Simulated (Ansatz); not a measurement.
**Co₂NiSe₄: do energies and stresses tell the same story?**

Theory: DFT PBEsol, scalar-relativistic, plane waves, PAW in Ansatz 0.2.0.

Cutoff 420 eV; k points 10×10×8 on the computed 7-atom cell (Γ-centred); Gaussian smearing, width 0.10 eV; no spin polarisation.

Relaxed cell: C2/m, a = 11.720 Å, b = 3.548 Å, c = 6.058 Å, α = 90.00°, β = 119.71°, γ = 90.00°, 7 atoms in the primitive cell. Whether it is the stable form of this composition wasn't checked.

Energies at zero smearing and pressures from the stress tensor, at volumes with shape and atoms relaxed:
```csv
V (Å³/atom),E − E(first) (meV/atom),P (GPa)
13.754,0.00,19.57
14.223,-47.63,13.22
14.691,-78.32,7.96
15.160,-94.95,3.59
15.629,-99.97,-0.01
16.098,-95.42,-2.96
16.567,-83.04,-5.36
17.192,-56.85,-7.87
```

Problem. Check P = −dE/dV between neighbouring volumes, and get the bulk modulus from the pressures alone.

Solution. With 1 eV/Å³ = 160.2 GPa:
| middle V (Å³/atom) | −ΔE/ΔV (GPa) | mean P (GPa) |
| --- | --- | --- |
| 13.988 | 16.276 | 16.396 |
| 14.457 | 10.486 | 10.589 |
| 14.926 | 5.684 | 5.775 |
| 15.395 | 1.714 | 1.792 |
| 15.864 | -1.556 | -1.483 |
| 16.332 | -4.231 | -4.160 |
| 16.879 | -6.711 | -6.616 |

The two differ by 0.12 GPa at most. The mean of two end pressures misses the average over a step by about ΔV² P″/12, up to 0.10 GPa here; with that taken off 0.03 GPa remains. The stress is the derivative of the free energy, not of the energy at zero smearing, and with free energies 0.01 GPa remains. Around V = 15.629 Å³/atom, the two neighbours give B = −V ΔP/ΔV = 15.629 × 6.55 / 0.938 = 109.2 GPa, against B0 = 108.3 GPa from the Birch–Murnaghan fit of the energies.

Spin polarisation was left out, and a magnetic state may lie lower.

A ferromagnetic start lost its moments in a first run, so spin was left out; other magnetic orders weren't tried.